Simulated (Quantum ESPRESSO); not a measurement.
# Where does Ge sit best among Ga sites?

Calculated results; nothing here was measured. They come from pw.x of Quantum ESPRESSO 7.5, a plane-wave density functional program, with PseudoDojo standard norm-conserving files (v0.5 for PBE, v0.4.1 for LDA and PBEsol). The cells are made up: elements, strain and atom displacements were drawn at random, and nothing was relaxed. There is no spin polarisation, spin-orbit coupling or dispersion term.

The cell has 8 sites of a wurtzite lattice (rectangular cell). Sites 1 to 4 hold X X X X; sites 5 to 8 hold N N N N. Cell vectors in Å: (3.410, 0.020, 0.006); (0.035, 5.821, 0.014); (0.010, 0.013, 5.436). Settings: PBE, cutoff 1143 eV, 7 x 6 x 6 k mesh shifted by half a step, Fermi-Dirac smearing of 0.1 eV.

In each run one of the sites marked X holds Ge and the others hold Ga; cell and positions stay the same. E is the free energy of the cell.

```
site of the guest,first shell,mean distance (Å),E above the lowest (eV),P (GPa),force on the guest (eV/Å)
1,N4,2.050,0.000,-11.00,0.562
2,N4,2.089,0.062,-10.71,0.516
3,N4,2.081,0.042,-10.72,1.013
4,N4,2.039,0.011,-11.04,1.598
```

A rerun of one of these cells at 1437 eV and k mesh 9 x 8 x 8 moved values by no more than 0.002 eV in the cell's energy, 0.04 GPa in stress and 0.013 eV/Å in force.

## Reading the table

Site 1 is lowest, by 0.011 eV, over three times the rerun's bound. A straight line of energy against the mean distance has a slope of 1.1 ± 0.4 eV/Å, so the guest costs less on the tighter sites. The positions are random and not relaxed, so the differences hold for this frozen cell and are not site preferences of a real crystal.